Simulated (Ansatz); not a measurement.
Compressing HgPt

Level of theory: DFT PBEsol, scalar-relativistic, plane waves, PAW in Ansatz. Settings: 420 eV cutoff, 14×14×12 k-mesh, Gaussian smearing of 0.10 eV, no spin polarisation.

Reference structure (relaxed):

```xyz
2
Lattice="2.9771 0.0000 0.0000 0.0000 2.9771 0.0000 0.0000 0.0000 3.8718" Properties=species:S:1:pos:R:3 pbc="T T T"
Hg    0.0000    0.0000    0.0000
Pt    1.4886    1.4886    1.9359
```

Cell and atoms are relaxed at each pressure within the symmetry of the start, at zero temperature, so transitions that lower the symmetry aren't seen. The k-mesh given is that at zero pressure and may differ at others. a, b and c are the lengths of the cell vectors above.

Spin–orbit coupling is left out, which can shift energies with elements as heavy as these.

Pressures computed: -3, 3, 8, 15, 30, 60 GPa.

Problem. At which pressure does the cell have a = 2.961, b = 2.961 and c = 3.852 Å?

Solution. About 3 GPa, where V/V0 = 0.984.